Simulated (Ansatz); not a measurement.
Relaxed-ion elastic tensor of ScB2 in space group P6/mmm (No. 191; Sc on 1a, B on 2d) in GPa (Voigt order), DFT-LDA in the program Ansatz with PAW potentials; density 3.85 g/cm³, 9.58 Å³ per atom.

```
 537  54.6  81.4   0.0   0.0   0.0
54.6   537  81.4   0.0   0.0   0.0
81.4  81.4   404   0.0   0.0   0.0
 0.0   0.0   0.0   205   0.0   0.0
 0.0   0.0   0.0   0.0   205   0.0
 0.0   0.0   0.0   0.0   0.0   241
```

Task: Is the crystal mechanically stable?

Result: Yes: the smallest eigenvalue of C is 205 GPa.

Task: Work out the Voigt, Reuss and Hill averages.

Result: K_V = 213, K_R = 210, K_H = 211; G_V = 214, G_R = 211, G_H = 213 GPa.

Task: Give Young's modulus, Poisson's ratio, Pugh's ratio and the universal anisotropy index.

Result: E = 9KG/(3K + G) = 478 GPa; ν = 0.12; K/G = 0.99 (brittle by the Pugh limit of 1.75); A_U = 5G_V/G_R + K_V/K_R − 6 = 0.09.

Task: Estimate the sound speeds and the Debye temperature.

Result: v_l = √((K + 4G/3)/ρ) = 11300 m/s, v_t = √(G/ρ) = 7440 m/s, mean 8150 m/s; Θ = (h/k)(3n/4πV)^(1/3) v_m = 1140 K.

Task: Solve the Christoffel equation for the three sound speeds along x, y, z.

Result: Eigenvalues of C_ijkl n_j n_l equal ρv². In km/s, slowest first: x 7.31, 7.92, 11.82; y 7.31, 7.92, 11.82; z 7.31, 7.31, 10.25.

Task: How much does each axis shrink under pressure?

Result: Linear compressibilities β_i = Σ_j S_ij (j = 1 to 3): x 1.4, y 1.4, z 1.9 per TPa.

The first step of the workflow began from a Materials Project structure, measured or hypothetical; the Crystallography Open Database files this formula in space group No. 191, but the cells were not matched. Its standing as an ambient phase is unchecked. The LDA relaxation kept the symmetry of its start; whether a distortion lowers the energy is not shown. No spin polarisation was allowed. As this level gives no gap, shear constants depend on the k-mesh and smearing (Fermi–Dirac, 0.1 eV here).

Potentials: the later of the program's two PAW sets.
